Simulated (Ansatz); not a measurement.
# PtF2: phonons across the zone

Method: Ansatz 0.2.0, DFT PBE, scalar-relativistic, plane waves, PAW. Plane waves to 420 eV; Γ-centred k mesh 6×6×10; fixed occupations. No spin polarisation. Phonons by linear response, acoustic sum rule imposed.

Relaxed structure:
```xyz
3
Lattice="2.9560 -3.4773 0.0000 2.9560 3.4773 0.0000 0.0000 0.0000 3.1117" Properties=species:S:1:pos:R:3 pbc="T T T"
Pt    2.9560    0.0000    1.5559
F     4.2445    0.0000    0.0000
F     1.6674    0.0000    0.0000
```

The cell was found from a structure generator's guess, not taken from experiment. Spin–orbit coupling is left out, which matters for heavy elements. The q mesh is coarse, so values between its points are rough. Modes under 40 cm⁻¹ are poorly fixed. No dispersion correction is applied, so modes and constants that involve weak contacts between layers, chains or molecules come out too soft.

Force constants from linear response on a 2×2×2 q mesh.

Path: Γ–Y–C0 | SIGMA0–Γ–Z–A0 | E0–T–Y | Γ–S–R–Z–T. Only the points of the 2×2×2 mesh were computed; the rest is interpolation, which is rough on so few points. At q = (0.000, 0.000, -0.500) a computed mode is imaginary, 45i cm⁻¹, so the cell is unstable at this level. Distance along the path (Å⁻¹), then the branches (cm⁻¹, negative for imaginary; the LO field is included):
```
0.000  0 0 0 38 234 450 450 454 496
0.226  -6 2 7 35 234 450 450 454 496
0.452  -11 4 14 26 235 450 450 454 497
0.678  -14 6 11 18 236 450 450 455 499
0.903  -16 -8 6 19 236 450 450 455 499
0.940  -16 -8 6 19 236 450 450 455 499
0.977  -16 -8 6 19 236 450 450 455 499
1.014  -16 -7 6 20 236 450 450 455 500
1.051  -16 -6 5 20 236 450 450 455 500
1.165  -14 4 6 23 236 450 450 454 501
1.394  -11 -3 12 30 235 450 450 454 505
1.623  -8 -3 11 35 234 450 450 454 508
1.852  -3 -1 4 38 233 450 450 454 510
1.966  0 0 0 38 233 450 454 496 549
2.219  8 40 79 98 218 445 459 485 546
2.471  8 79 148 172 176 430 459 473 536
2.723  -27 113 124 196 222 406 434 489 522
2.976  -45 99 128 214 240 392 425 501 511
3.205  -44 99 128 214 239 394 425 499 510
3.433  -39 99 128 214 238 396 425 496 509
3.662  -31 98 127 214 237 395 425 495 508
3.891  -22 98 127 214 236 394 425 496 507
3.910  -22 98 126 214 235 394 425 496 507
3.946  -21 98 126 214 235 393 425 496 507
3.983  -20 98 126 214 235 393 425 496 507
4.020  -20 98 126 214 235 393 425 496 507
4.165  -11 106 123 210 231 397 427 493 508
4.417  24 97 152 178 195 420 446 477 504
4.670  23 59 120 130 202 442 461 475 484
4.922  18 20 43 43 232 450 452 459 496
5.048  0 0 0 38 234 450 450 454 504
5.223  -1 2 4 37 234 450 450 454 504
5.397  -2 6 8 34 234 450 450 453 504
5.571  -3 10 11 30 234 450 450 453 504
5.746  -3 11 14 27 234 450 450 453 504
5.998  16 41 81 94 219 451 458 470 491
6.250  18 80 150 169 177 440 460 470 498
6.503  -16 114 125 197 220 412 435 486 509
6.755  -37 99 128 214 238 396 425 495 509
6.930  -38 99 128 214 238 395 425 496 509
7.104  -41 99 128 214 239 394 425 498 510
7.278  -44 99 128 214 239 393 425 500 511
7.453  -45 99 128 214 240 392 425 501 511
7.679  -43 99 127 214 239 393 425 500 510
7.904  -35 99 127 214 238 393 425 499 509
8.130  -25 98 126 214 236 393 425 497 508
8.356  -20 98 126 214 235 393 425 496 507
```
